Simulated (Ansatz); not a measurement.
HfO2:
```
HfO2
1.0
    0.00000     2.52226     2.52226
    2.52226     0.00000     2.52226
    2.52226     2.52226     0.00000
Hf O
1 2
Cartesian
  0.00000   0.00000   0.00000
  3.78338   3.78338   3.78338
  1.26113   1.26113   1.26113
```

x, y and z are the axes in which the lattice vectors are written.

Task: Give the high-frequency dielectric tensor and the Born effective charge tensors of the independent atoms from DFPT, PBEsol (plane waves, PAW; program Ansatz).

Result: 
ε∞:
```
5.38  0.00  0.00
0.00  5.38  0.00
0.00  0.00  5.38
```
Z* of atom 1 (Hf), rows: field, columns: displacement, in e:
```
5.56  0.00  0.00
0.00  5.56  0.00
0.00  0.00  5.56
```
Z* of atom 2 (O), rows: field, columns: displacement, in e:
```
-2.78   0.00   0.00
 0.00  -2.78   0.00
 0.00   0.00  -2.78
```

Space group Fm-3m (fluorite). This is a known high-temperature phase of the composition, computed here at zero pressure and temperature. The PBEsol relaxation kept the symmetry of its start; its stability against distortions is not shown here. The run is not spin-polarised. Spin–orbit coupling is left out wherever it is not named.

Potentials: the earlier of the program's two PAW sets. The files were generated under PBE; for other functionals the program regenerates the frozen cores, and for LDA and PBEsol the local potential too.
